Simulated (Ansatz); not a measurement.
## Pm, first-principles data

Pm:
```cif
data_Pm4
_chemical_formula_sum 'Pm4'
_space_group_name_H-M_alt 'P 1'
_space_group_IT_number 1
_cell_length_a 3.41875
_cell_length_b 3.41875
_cell_length_c 11.04885
_cell_angle_alpha 90.000
_cell_angle_beta 90.000
_cell_angle_gamma 120.000
loop_
_space_group_symop_operation_xyz
  'x, y, z'
loop_
_atom_site_label
_atom_site_type_symbol
_atom_site_fract_x
_atom_site_fract_y
_atom_site_fract_z
_atom_site_occupancy
Pm1 Pm 0.00000 0.00000 0.00000 1
Pm2 Pm 0.00000 0.00000 0.50000 1
Pm3 Pm 0.33333 0.66667 0.25000 1
Pm4 Pm 0.66667 0.33333 0.75000 1
```
The run is spin-polarised; directions of the spins, atom by atom: ↑ ↑ ↑ ↑.

Space group P6_3/mmc (No. 194), dhcp (α-La type); conventional cell a = 3.4188 Å, b = 3.4188 Å, c = 11.0489 Å, α = 90.00°, β = 90.00°, γ = 120.00°.

Method: plane-wave PAW LDA (Ansatz code). Structure relaxed to zero pressure with the same functional. Other levels are named where they apply.

**Cell and energy**

- Volume per atom: 27.96 Å³
- Density: 8.61 g/cm³

**Electronic structure**

* **Electronic character**: metallic (no gap)
* **Density of states at the Fermi level**: 11 states/eV per atom (mean over ±0.08 eV)

**Magnetism**

* **Magnetic order**: ferromagnetic
* **Net moment**: 5.06 μB per atom

**Mechanics**

Bulk modulus (Birch–Murnaghan fit): 20.4 GPa
Pressure derivative B′: 4.1

The cell was relaxed with LDA under the symmetry of its start. Spin order of the final state: ferromagnetic, the only order run, not a proven ground state. The volume lies over 15 % below that of the usual cell of this phase: another minimum, or an error of the functional. Caveat: open 4f shells can settle in a state that is not the lowest. No Hubbard U is applied. Axis ratios of metals converge slowly with the k-mesh, so a and c are less sure than the volume. Scalar-relativistic: spin–orbit coupling is off unless named, which matters more the heavier the elements.

Potentials: the later of the program's two PAW sets (Tc and Pm come from another file).
